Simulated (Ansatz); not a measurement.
Mg3TiNO3:
```
CELL_PARAMETERS angstrom
      2.95720     0.00000     0.00000
      0.00000     2.95720     0.00000
      0.00000     0.00000     8.58937
ATOMIC_POSITIONS crystal
  Ti 0.00000 0.00000 0.00000
  N  0.50000 0.50000 0.00000
  Mg 0.50000 0.50000 0.25198
  O  0.00000 0.00000 0.25438
  Mg 0.00000 0.00000 0.50000
  O  0.50000 0.50000 0.50000
  Mg 0.50000 0.50000 0.74802
  O  0.00000 0.00000 0.74562
```

Relaxed with PBEsol.

Q: Decompose the optical modes at the zone centre into irreducible representations, and say which are infrared and Raman allowed.

A: Point group 4/mmm: Γ_opt = 2A1g + 5A2u + 2Eg + 5Eu. Infrared: A2u, Eu. Raman: A1g, Eg.

Q: Assign frequencies (DFPT, plane-wave PAW PBEsol (Ansatz code)).

A: Eu 198, Eg 213, A2u 267, Eu 277, A1g 321, A2u 377, A2u 388, Eu 422, Eg 441, Eu 453, Eu 501, A2u 535, A2u 585, A1g 608 cm⁻¹.

Space group P4/mmm. The start of the workflow was typed in or built on a structure type; neither database checked (COD, Materials Project) lists it. Its standing as an ambient phase is unchecked. The PBEsol relaxation kept the symmetry of its start; its stability against distortions is not shown here. The workflow began spin-polarised and lost its moments. The compound may be a true metal, but semilocal functionals without U, or a wrong spin order, can also close a gap. As this level gives no gap, phonon frequencies hold no LO–TO term and depend on the k-mesh and smearing (Fermi–Dirac, 0.1 eV here).

Potentials: the earlier of the program's two PAW sets. The files were generated under PBE; for other functionals the program regenerates the frozen cores, and for LDA and PBEsol the local potential too.
